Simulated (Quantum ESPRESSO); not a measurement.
# Computed records: AlSi₂PC₄ (made-up cell), MgAl₃N₃O (made-up cell), CaMg₂ZnO₄ (made-up cell)

Calculation on a made-up crystal cell, not a measurement, rerun at a higher cutoff and a denser mesh: periodic Kohn-Sham density functional theory in plane waves with PseudoDojo standard norm-conserving scalar-relativistic pseudopotentials, each functional with its own files (v0.5 for PBE, v0.4.1 for LDA and PBEsol), no spin polarisation, no spin-orbit coupling, atoms not relaxed, stress positive in tension, energies less a fixed whole-eV offset for each atom's element; levels are Kohn-Sham levels at fractions of this cell's reciprocal vectors, counted from the reference band (half the neutral cell's valence electrons, rounded up) at Gamma; error bars give the change to or from the runs named with them, not the error of the files; each bar is the largest change over components, and at least 0.002 eV, 0.002 eV per angstrom or 0.02 GPa; energies are for the whole cell, and the offsets were chosen from early runs and are not element reference energies. Program: Quantum ESPRESSO 7.5.

Common to all runs: functional pbe; fermi dirac smearing 0.025 eV; scf tolerance 1e-07 eV; electrons removed 0; k mesh 6 x 6 x 6, shifted by half a step.

(1) AlSi₂PC₄ (made-up cell)

```
cell vectors (Å)
   4.4102    -0.0179    -0.0350
  -0.0179     4.3087    -0.0661
  -0.0350    -0.0661     4.3959
atoms (fractions of the cell vectors)
Al -0.01802 -0.01281 -0.00737
Si  0.00636  0.49452  0.52238
P   0.49056 -0.00307  0.49727
Si  0.52616  0.50037 -0.00842
C   0.24921  0.19312  0.25182
C   0.22733  0.77169  0.74473
C   0.75755  0.23162  0.77193
C   0.76560  0.73998  0.25474
```

```
lattice type : zincblende/diamond
cutoff       : 1347 eV
```

Atoms:
| atoms element | atom site | atom energy offset (eV) |
| --- | --- | --- |
| Al | 1 | -64 |
| Si | 2 | -115 |
| P | 3 | -189 |
| Si | 4 | -115 |
| C | 5 | -163 |
| C | 6 | -163 |
| C | 7 | -163 |
| C | 8 | -163 |

(2) MgAl₃N₃O (made-up cell)

```
cell vectors (Å)
   4.1304    -0.0230     0.0182
  -0.0230     4.1261     0.0183
   0.0182     0.0183     4.0880
atoms (fractions of the cell vectors)
Mg  0.00938  0.00968 -0.00720
Al  0.00872  0.50268  0.50270
Al  0.49463 -0.00312  0.50625
Al  0.50154  0.49892 -0.00410
N   0.49381 -0.01546 -0.00927
O   0.50574  0.50168  0.48971
N   0.99668  0.00782  0.49969
N   1.00879  0.49876 -0.00748
```

```
lattice type : rocksalt
cutoff       : 1437 eV
```

Atoms:
| atoms element | atom site | atom energy offset (eV) |
| --- | --- | --- |
| Mg | 1 | -1617 |
| Al | 2 | -64 |
| Al | 3 | -64 |
| Al | 4 | -64 |
| N | 5 | -283 |
| O | 6 | -452 |
| N | 7 | -283 |
| N | 8 | -283 |

(3) CaMg₂ZnO₄ (made-up cell)

```
cell vectors (Å)
   4.6012    -0.0234    -0.0393
  -0.0234     4.5581    -0.0202
  -0.0400    -0.0205     4.5439
atoms (fractions of the cell vectors)
Zn -0.00867 -0.03696  0.00709
Ca -0.00570  0.52503  0.50205
Mg  0.51561 -0.00243  0.48008
Mg  0.47812  0.52854  0.00670
O   0.49353  0.00089 -0.04769
O   0.49063  0.51613  0.48760
O   0.98751  0.06198  0.49186
O   1.01112  0.51488  0.02552
```

```
lattice type : rocksalt
cutoff       : 1437 eV
```

Atoms:
| atoms element | atom site | atom energy offset (eV) |
| --- | --- | --- |
| Zn | 1 | -5687 |
| Ca | 2 | -1055 |
| Mg | 3 | -1617 |
| Mg | 4 | -1617 |
| O | 5 | -452 |
| O | 6 | -452 |
| O | 7 | -452 |
| O | 8 | -452 |

## Withheld values
1. What stress xx does the calculation give for AlSi₂PC₄ (made-up cell) (entry 1)?
2. AlSi₂PC₄ (made-up cell) (entry 1): pressure?
3. Estimate the stress xx of MgAl₃N₃O (made-up cell) (entry 2).
4. MgAl₃N₃O (made-up cell) (entry 2): stress yy?
5. Estimate the stress zz of MgAl₃N₃O (made-up cell) (entry 2).
6. What stress xy does the calculation give for MgAl₃N₃O (made-up cell) (entry 2)?
7. Give the table of levels values for MgAl₃N₃O (made-up cell) (entry 2).
8. Give the missing stress xz for CaMg₂ZnO₄ (made-up cell) (entry 3).
9. Estimate the stress zz of CaMg₂ZnO₄ (made-up cell) (entry 3).
10. What stress yy does the calculation give for CaMg₂ZnO₄ (made-up cell) (entry 3)?

## Answers
1. -8.556 GPa
2. 11.09 GPa
3. -1.272 GPa
4. -1.886 GPa
5. -4.343 GPa
6. -2.719 GPa
7. 
Levels:
| level k point | next band up (eV) |
| --- | --- |
| Gamma | 2.296 |
| (1/2,1/2,1/2) | 2.631 |
| (0.15,0,0) | 2.918 |
| (0,0.15,0) | 2.912 |
| (0,0,0.15) | 2.906 |
8. -1.423 GPa
9. 6.287 GPa
10. 4.538 GPa

Further results for AlSi₂PC₄ (made-up cell) (entry 1):

```
free energy less offsets : -0.3221 eV
scf iterations           : 12
smearing term minus ts   : 0 eV
stress yy                : -12.21 GPa
stress zz                : -12.5 GPa
stress yz                : -5.536 GPa
stress xz                : -5.683 GPa
stress xy                : 0.8998 GPa
error bar energy         : 0.006675 eV
error bar stress         : 0.06772 GPa
error bar force          : 0.003603 eV/Å
error bars from          : change from the looser run of this cell
```

Forces:
| site | x (eV/Å) | y (eV/Å) | z (eV/Å) |
| --- | --- | --- | --- |
| 1 | 0.9306 | -0.6441 | 2.468 |
| 2 | -0.3091 | -1.782 | -2.257 |
| 3 | 0.7081 | -0.9826 | 0.3549 |
| 4 | -3.062 | -0.488 | 1.297 |
| 5 | 2.189 | 4.783 | 1.92 |
| 6 | 5.445 | -2.751 | -1.58 |
| 7 | -3.227 | 2.888 | -4.771 |
| 8 | -2.675 | -1.023 | 2.569 |

Further results for MgAl₃N₃O (made-up cell) (entry 2):

```
free energy less offsets : -0.5258 eV
scf iterations           : 11
smearing term minus ts   : 0 eV
pressure                 : 2.5 GPa
stress yz                : 2.193 GPa
stress xz                : 2.127 GPa
reference band           : 20
error bar energy         : 0.003392 eV
error bar stress         : 0.02 GPa
error bar force          : 0.002523 eV/Å
error bar next band up   : 0.002 eV
error bars from          : change from the looser run of this cell
```

Forces:
| site | x (eV/Å) | y (eV/Å) | z (eV/Å) |
| --- | --- | --- | --- |
| 1 | -0.9355 | -0.7362 | 0.56 |
| 2 | -0.4055 | 0.02869 | -0.3888 |
| 3 | 0.392 | 0.05989 | -0.5444 |
| 4 | 0.2456 | 0.0002608 | 0.163 |
| 5 | 0.9397 | 0.7148 | 0.3394 |
| 6 | -0.1508 | -0.1555 | 0.1819 |
| 7 | 0.2011 | -0.2659 | -0.5172 |
| 8 | -0.2865 | 0.354 | 0.206 |

Further results for CaMg₂ZnO₄ (made-up cell) (entry 3):

```
free energy less offsets : 0.8879 eV
scf iterations           : 12
smearing term minus ts   : 0 eV
pressure                 : -5.933 GPa
stress xx                : 6.973 GPa
stress yz                : -0.9894 GPa
stress xy                : -0.5718 GPa
error bar energy         : 0.002 eV
error bar stress         : 0.03853 GPa
error bar force          : 0.004781 eV/Å
error bars from          : change from the looser run of this cell
```

Forces:
| site | x (eV/Å) | y (eV/Å) | z (eV/Å) |
| --- | --- | --- | --- |
| 1 | 0.03924 | 0.9521 | -0.0874 |
| 2 | 0.008798 | 0.4022 | 0.8712 |
| 3 | -0.2719 | 0.7845 | 0.4827 |
| 4 | 0.07269 | -0.6348 | -0.3016 |
| 5 | 0.1619 | -0.1187 | 0.9233 |
| 6 | 0.3288 | 0.5023 | -0.2397 |
| 7 | -0.1803 | -2.509 | -0.3137 |
| 8 | -0.1592 | 0.6211 | -1.335 |
